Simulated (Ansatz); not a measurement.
Sr (fcc (Cu type)), relaxed with PBEsol (Ansatz, a first-principles code, plane waves, PAW): a = b = c = 5.919 Å, α = β = γ = 90.00°.

Q: The same phase is relaxed and computed with LDA in the same code. What is the cell now?

A: a = b = c = 5.783 Å, α = β = γ = 90.00°.

All cells were relaxed under the symmetry of their starts (and spin orders); stability against distortions was not tested throughout. Scalar-relativistic: spin–orbit coupling is off unless named, which matters more the heavier the elements.

Potentials: the earlier of the program's two PAW sets. The files were generated under PBE; for other functionals the program regenerates the frozen cores, and for LDA and PBEsol the local potential too.

Ansatz is a plane-wave DFT program.
